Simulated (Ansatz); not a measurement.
LuH2:
```yaml
crystal:
  lattice:
    - [0.00000, 2.49638, 2.49638]
    - [2.49638, 0.00000, 2.49638]
    - [2.49638, 2.49638, 0.00000]
  atoms:
    - { symbol: Lu, position: [0.00000, 0.00000, 0.00000] }
    - { symbol: H, position: [0.25000, 0.25000, 0.25000] }
    - { symbol: H, position: [0.75000, 0.75000, 0.75000] }
```

Relaxed with r²SCAN.

Q: Map the electron localisation function on the plane through (0.000, 0.000, 0.000) spanned by u = [1, 0, 0] and v = [-1, 1, 1] in lattice vectors, from the program Ansatz at the r²SCAN level (PAW).

A: x is the fraction of u, y of v (the angle between them is 90°; rows are the nearest grid lines); atoms in the plane: Lu at (0.00, 0.00), H at (0.50, 0.25), H at (0.50, 0.75).
```
y \ x   0.000  0.111  0.167  0.278  0.389  0.444  0.556  0.611  0.722  0.833  0.889   1.00
------  -----  -----  -----  -----  -----  -----  -----  -----  -----  -----  -----  -----
1.00    0.775  0.867  0.849  0.324  0.067  0.111  0.111  0.067  0.324  0.849  0.867  0.775
0.920   0.869  0.857  0.771  0.176  0.203  0.465  0.464  0.204  0.175  0.771  0.857  0.869
0.840   0.692  0.520  0.290  0.123  0.888  0.976  0.977  0.892  0.124  0.293  0.519  0.692
0.760   0.107  0.077  0.079  0.580  0.992  0.999  0.999  0.992  0.575  0.079  0.077  0.107
0.680   0.148  0.169  0.231  0.677  0.974  0.992  0.992  0.974  0.677  0.231  0.169  0.148
0.600   0.411  0.362  0.335  0.406  0.653  0.740  0.741  0.654  0.406  0.335  0.362  0.411
0.520   0.528  0.452  0.376  0.231  0.171  0.161  0.161  0.171  0.231  0.376  0.452  0.528
0.480   0.528  0.452  0.376  0.231  0.171  0.161  0.161  0.171  0.231  0.376  0.452  0.528
0.400   0.411  0.362  0.335  0.406  0.654  0.741  0.740  0.653  0.406  0.335  0.362  0.411
0.320   0.148  0.169  0.231  0.677  0.974  0.992  0.992  0.974  0.677  0.231  0.169  0.148
0.240   0.107  0.077  0.079  0.575  0.992  0.999  0.999  0.992  0.580  0.079  0.077  0.107
0.160   0.692  0.519  0.293  0.124  0.892  0.977  0.976  0.888  0.123  0.290  0.520  0.692
0.0800  0.869  0.857  0.771  0.175  0.204  0.464  0.465  0.203  0.176  0.771  0.857  0.869
0.000   0.775  0.867  0.849  0.324  0.067  0.111  0.111  0.067  0.324  0.849  0.867  0.775
```

The density is the valence pseudo-density with augmentation charge, so density and ELF within about 1 Å of a nucleus are not all-electron values.

Space group Fm-3m (fluorite). The workflow started from an entry of the Crystallography Open Database (COD). Its standing as an ambient phase is unchecked. The cell was relaxed with r²SCAN under the symmetry of its start; whether a distortion lowers the energy is not shown. Scalar-relativistic: spin–orbit coupling is off unless named, which matters more the heavier the elements.

Potentials: the later of the program's two PAW sets.
